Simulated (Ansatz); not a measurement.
# Band structure of GdO

```yaml
crystal:
  lattice:
    - [0.00000, 2.69613, 2.69613]
    - [2.69613, 0.00000, 2.69613]
    - [2.69613, 2.69613, 0.00000]
  atoms:
    - { symbol: Gd, position: [0.00000, 0.00000, 0.00000] }
    - { symbol: O, position: [0.75000, 0.75000, 0.75000] }
```

Atoms are numbered in the order listed.

The cell is the one relaxed in the Materials Project (mp-7870), not relaxed further here; entries there can be hypothetical.

Where the f shell is localised, expect the real compound to differ from this run without U.

Other magnetic orders may lie lower; this is the state that the run reached.

No spin–orbit coupling, which matters for the heavy atoms here.

Method: Ansatz 0.2.0, DFT, PBEsol, all-electron LAPW, scalar-relativistic.

Numerical set-up: a Γ-centred 13×13×13 k mesh, Fermi–Dirac smearing of 0.08 eV, basis error target 1 meV/atom, spin-polarised from start moments Gd1 7 μB, ending with a cell moment of 7.46 μB.

Points in fractions of the reciprocal vectors of this cell: Γ (0, 0, 0), X (-0.5, -0.5, 0), U (-0.375, -0.375, 0.25), K (-0.375, 0, 0.375), L (0, 0, 0.5), W (-0.5, -0.25, 0.25). The path joins them by straight lines in the order Γ–X–U–K–Γ–L–W–X; legs that retrace an earlier one aren't tabulated. Energies are in eV from the Fermi level.

(1) List the spin-down levels at K between -14 and 4.5 eV.

(2) List the spin-up levels at W between -14 and 4.5 eV.

(3) List the spin-down levels at Γ between -14 and 4.5 eV.

(4) What is the band gap?

## Answers

(1) -5.75, -4.74, -4.73, 0.30, 0.36, 0.47 (×2), 0.53, 0.69, 0.69, 0.83, 2.11, 4.04.

(2) -5.88, -5.55, -5.15, -4.62, -4.60, -4.58, -4.55 (×2), -4.03, -3.97, -0.84, 0.67, 3.30, 4.35.

(3) -5.63 (×3), -1.54, 0.47 (×3), 0.66 (×3), 0.91, 3.66 (×2).

(4) none: bands cross the Fermi level, a metal.
